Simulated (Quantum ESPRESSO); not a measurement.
# Sn2Re2NbRu2Os: input and log of a self-consistent run

Computed values, not a measurement. The program is pw.x of Quantum ESPRESSO 7.5 (plane-wave density functional theory). The cell is made up: eight metal atoms on a face-centred cubic lattice, with elements, volume, strain and displacements drawn at random and not relaxed, so it may be unstable or far from any real phase. PseudoDojo standard norm-conserving files set the functional (PBE unless stated); there is no spin polarisation or spin-orbit coupling, the Fermi-Dirac width of 0.25 eV means electrons at about 2900 K, and the masses in the input are unused placeholders. The tin pseudopotential is less sure than most, with forces differing by about three percent from a second method on plain tin. Heavy elements are run without spin-orbit coupling, which real alloys of them have. A spin test at this wide smearing found no moment, but such smearing suppresses magnetism that the real alloy may have.

Input:

```
&control calculation='scf', pseudo_dir='./dojo.nc.sr.pbe.v0_5.standard.upf', outdir='./o', disk_io='minimal', tprnfor=.true., tstress=.true. /
&system ibrav=0, nat=8, ntyp=5, nbnd=76, ecutwfc=84.00895049, nosym=.true., tot_charge=0,
 occupations='smearing', smearing='fd', degauss=0.0183746611
/
&electrons conv_thr=1.470e-08, electron_maxstep=70, mixing_beta=0.5 /
ATOMIC_SPECIES
Nb 1.0 Nb.upf
Os 1.0 Os.upf
Re 1.0 Re.upf
Ru 1.0 Ru.upf
Sn 1.0 Sn.upf
CELL_PARAMETERS angstrom
-3.9562 0.0 0.0
0.0 -3.9562 3.9562
0.0 5.9343 1.9781
ATOMIC_POSITIONS angstrom
Sn -0.0606 0.0205 -0.049
Re 0.0052 1.9644 1.9296
Re 0.0625 -1.9884 1.9468
Nb -0.0288 0.0894 3.9885
Ru -2.0732 3.8395 2.0039
Sn -1.9282 -0.0177 1.9623
Os -1.9843 1.9918 3.9495
Ru -1.9478 -2.0146 3.9316
K_POINTS automatic
6 5 4 1 1 1
```

The log is shortened where brackets say so; the opening notice, blank lines, dates and the lines on written files are dropped, and the path of the files is cut. It prints rydbergs, bohrs and kilobars, and counts compression as positive stress. Its total energy is the free energy E - TS of the whole cell.

```
     Program PWSCF v.7.5
     Parallel version (MPI & OpenMP), running on       4 processor cores
     Number of MPI processes:                 4
     Threads/MPI process:                     1
     [start-up lines left out]
     bravais-lattice index     =            0
     lattice parameter (alat)  =       7.4761  a.u.
     unit-cell volume          =     835.7210 (a.u.)^3
     number of atoms/cell      =            8
     number of atomic types    =            5
     number of electrons       =       119.00
     number of Kohn-Sham states=           76
     kinetic-energy cutoff     =      84.0090  Ry
     charge density cutoff     =     336.0358  Ry
     scf convergence threshold =      1.5E-08
     mixing beta               =       0.5000
     number of iterations used =            8  plain     mixing
     Exchange-correlation= PBE
                           (   1   4   3   4   0   0   0)
     [axes and pseudopotential details left out]
   Cartesian axes
     site n.     atom                  positions (alat units)
         1        Sn     tau(   1) = (  -0.0153177   0.0051817  -0.0123856  )
         2        Re     tau(   2) = (   0.0013144   0.4965371   0.4877408  )
         3        Re     tau(   3) = (   0.0157980  -0.5026035   0.4920884  )
         4        Nb     tau(   4) = (  -0.0072797   0.0225974   1.0081644  )
         5        Ru     tau(   5) = (  -0.5240382   0.9705020   0.5065214  )
         6        Sn     tau(   6) = (  -0.4873869  -0.0044740   0.4960063  )
         7        Os     tau(   7) = (  -0.5015672   0.5034629   0.9983065  )
         8        Ru     tau(   8) = (  -0.4923411  -0.5092260   0.9937819  )
     number of k points=    60  Fermi-Dirac smearing, width (Ry)=  0.0184
                       cart. coord. in units 2pi/alat
        k(    1) = (  -0.0833333   0.0375000   0.1375000), wk =   0.0333333
        k(    2) = (  -0.0833333   0.1625000   0.2625000), wk =   0.0333333
     [further k points left out]
     Dense  grid:    87089 G-vectors     FFT dimensions: (  45,  64,  72)
     Estimated max dynamical RAM per process >     362.90 MB
     Estimated total dynamical RAM >       1.36 GB
     Initial potential from superposition of free atoms
     starting charge     118.9922, renormalised to     119.0000
     Starting wfcs are   78 randomized atomic wfcs
     total cpu time spent up to now is        5.7 secs
     per-process dynamical memory:   287.2 Mb
     Self-consistent Calculation
     iteration #  1     ecut=    84.01 Ry     beta= 0.50
     Davidson diagonalization with overlap
     ethr =  1.00E-02,  avg # of iterations =  4.4
     total cpu time spent up to now is       20.3 secs
     total energy              =   -1392.74213408 Ry
     estimated scf accuracy    <       1.51524634 Ry
     iteration #  2     ecut=    84.01 Ry     beta= 0.50
     Davidson diagonalization with overlap
     ethr =  1.27E-03,  avg # of iterations =  3.0
     total cpu time spent up to now is       34.6 secs
     total energy              =   -1392.12722224 Ry
     estimated scf accuracy    <      15.63341546 Ry
     iteration #  3     ecut=    84.01 Ry     beta= 0.50
     Davidson diagonalization with overlap
     ethr =  1.27E-03,  avg # of iterations =  2.0
     total cpu time spent up to now is       47.9 secs
     total energy              =   -1393.47268414 Ry
     estimated scf accuracy    <       0.31536379 Ry
     iteration #  4     ecut=    84.01 Ry     beta= 0.50
     Davidson diagonalization with overlap
     ethr =  2.65E-04,  avg # of iterations =  2.5
     total cpu time spent up to now is       61.4 secs
     total energy              =   -1393.50351971 Ry
     estimated scf accuracy    <       0.25057538 Ry
     iteration #  5     ecut=    84.01 Ry     beta= 0.50
     Davidson diagonalization with overlap
     ethr =  2.11E-04,  avg # of iterations =  1.6
     total cpu time spent up to now is       72.7 secs
     total energy              =   -1393.50827478 Ry
     estimated scf accuracy    <       0.26134136 Ry
     [iterations 6 to 12 left out]
     iteration # 13     ecut=    84.01 Ry     beta= 0.50
     Davidson diagonalization with overlap
     ethr =  8.40E-10,  avg # of iterations =  2.0
     total cpu time spent up to now is      168.1 secs
     total energy              =   -1393.53285629 Ry
     estimated scf accuracy    <       0.00000062 Ry
     iteration # 14     ecut=    84.01 Ry     beta= 0.50
     Davidson diagonalization with overlap
     ethr =  5.19E-10,  avg # of iterations =  1.1
     total cpu time spent up to now is      179.0 secs
     total energy              =   -1393.53285634 Ry
     estimated scf accuracy    <       0.00000014 Ry
     iteration # 15     ecut=    84.01 Ry     beta= 0.50
     Davidson diagonalization with overlap
     ethr =  1.21E-10,  avg # of iterations =  1.4
     total cpu time spent up to now is      190.4 secs
     total energy              =   -1393.53285636 Ry
     estimated scf accuracy    <       0.00000002 Ry
     iteration # 16     ecut=    84.01 Ry     beta= 0.50
     Davidson diagonalization with overlap
     ethr =  1.70E-11,  avg # of iterations =  2.0
     total cpu time spent up to now is      202.7 secs
     total energy              =   -1393.53285636 Ry
     estimated scf accuracy    <       0.00000007 Ry
     iteration # 17     ecut=    84.01 Ry     beta= 0.50
     Davidson diagonalization with overlap
     ethr =  1.70E-11,  avg # of iterations =  2.0
     total cpu time spent up to now is      214.1 secs
     End of self-consistent calculation
     [lines on levels left out]
!    total energy              =   -1393.53285636 Ry
     estimated scf accuracy    <          7.5E-10 Ry
     smearing contrib. (-TS)   =      -0.10375809 Ry
     internal energy E=F+TS    =   -1393.42909827 Ry
     The total energy is F=E-TS. E is the sum of the following terms:
     one-electron contribution =    -206.88399164 Ry
     hartree contribution      =     193.26962207 Ry
     xc contribution           =    -293.90327105 Ry
     ewald contribution        =   -1085.91145766 Ry
     convergence has been achieved in  17 iterations
     Forces acting on atoms (cartesian axes, Ry/au):
     atom    1 type  5   force =     0.03454909    0.00548043   -0.02422115
     atom    2 type  3   force =    -0.00555137    0.09185749    0.05382045
     atom    3 type  3   force =    -0.01671839   -0.04155091   -0.02601238
     atom    4 type  1   force =     0.01704087   -0.08369165   -0.00282740
     atom    5 type  4   force =     0.03452922   -0.02740681   -0.01815053
     atom    6 type  5   force =    -0.04073114   -0.00996525    0.04201141
     atom    7 type  2   force =    -0.00221654    0.03576528   -0.03569007
     atom    8 type  4   force =    -0.02090174    0.02951142    0.01106967
     Total force =     0.181508     Total SCF correction =     0.000136
     Computing stress (Cartesian axis) and pressure
          total   stress  (Ry/bohr**3)                   (kbar)     P=      148.40
   0.00105375   0.00008280  -0.00004059          155.01       12.18       -5.97
   0.00008280   0.00063270   0.00000358           12.18       93.07        0.53
  -0.00004059   0.00000358   0.00133995           -5.97        0.53      197.11
     init_run     :      5.42s CPU      5.63s WALL (       1 calls)
     electrons    :    203.44s CPU    208.42s WALL (       1 calls)
     forces       :      2.13s CPU      2.15s WALL (       1 calls)
     stress       :      7.28s CPU      7.28s WALL (       1 calls)
     [timing details left out]
     PWSCF        :   3m38.37s CPU   3m43.65s WALL
     JOB DONE.
```

In other units: free energy -18959.980 eV for the cell, pressure 14.84 GPa, largest force component 2.362 eV/Å in size. The run took 225 s of wall time with four MPI processes on a shared machine (Intel Xeon, 2023 or later, virtual cores), so the time is rough. A rerun of this cell at a higher cutoff and on a denser mesh moved values by no more than 0.003 eV in energy, 0.05 GPa in stress and 0.007 eV/Å in force, and a second program with other atomic files agreed on that cell to 2 % rms in force and 0.5 GPa in pressure.